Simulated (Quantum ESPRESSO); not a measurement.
Space group P6₃mc (No. 186); a = b = 2.610 Å, c = 4.238 Å, α = β = 90.00°, γ = 120.00°

```
atom  site  symmetry       x       y       z
----  ----  --------  ------  ------  ------
Be      2b       3m.  0.6667  0.3333  0.4999
O       2b       3m.  0.3333  0.6667  0.3776
```

The PBEsol cell relaxed from Materials Project entry mp-2542 was given an isotropic strain of -3 % on all lattice vectors, and the atoms were relaxed again.

### Question
What does PBEsol (pw.x of Quantum ESPRESSO, ONCV potentials, no spin-orbit coupling) give for the electronic structure near the Fermi level?

### Answer
The PBEsol gap is direct, 8.60 eV at Γ.
